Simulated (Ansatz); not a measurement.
GaAs:
```
GaAs
1.0
    4.03379     0.00000     0.00000
   -2.01690     3.49337     0.00000
    0.00000     0.00000     8.82754
Ga As
3 3
Cartesian
  2.01744   0.00000   5.88502
 -1.00872   1.74716   2.94251
  1.00818   1.74621   0.00000
  2.01715   0.00000   1.47126
 -1.00857   1.74690   7.35628
  1.00832   1.74647   4.41377
```

Relaxed with HSE06. Special points in fractions of this cell's reciprocal vectors: Γ (0.000, 0.000, 0.000); M (0.500, 0.000, 0.000); K (0.333, 0.333, 0.000); A (0.000, 0.000, 0.500); L (0.500, 0.000, 0.500); H (0.333, 0.333, 0.500).

Task: List the band energies nearest the valence-band maximum at these points for plane-wave PAW HSE06 (Ansatz code).

Result: In eV from the valence-band maximum; about four levels below and three above (degenerate sets whole), none deeper than 8.9 eV; points with the same levels are listed once.

```tsv
k	below	above
Γ	-0.88 -0.88 -0.61 0.00	0.10 2.07 2.07
M	-2.99 -2.24 -2.01 -1.93	0.90 1.10 1.94
K	-4.10 -4.10 -2.61 -1.94 -1.94	0.39 2.79 2.79
A	-0.86 -0.76 -0.76 -0.49	1.94 2.09 2.09
L	-2.82 -2.80 -2.39 -2.00	1.56 1.95 2.94
H	-4.33 -4.33 -2.48 -1.60	2.94 3.15 3.15
```

Space group P6_222. A made-up cell: these elements were put on the sites of a structure type; neither database checked (COD, Materials Project) lists it. It is not the phase usual at ambient conditions (space group No. 216). The HSE06 relaxation kept the symmetry of its start; whether a distortion lowers the energy is not shown. The hybrid was solved on a coarse mesh, the path and, where they were found, the r²SCAN edge points; its band edges are the extreme levels among these. Point labels and valley counts follow the cell and symmetry of the run, lower than the named group. Scalar-relativistic: spin–orbit coupling is off unless named, which matters more the heavier the elements.

Potentials: the later of the program's two PAW sets.
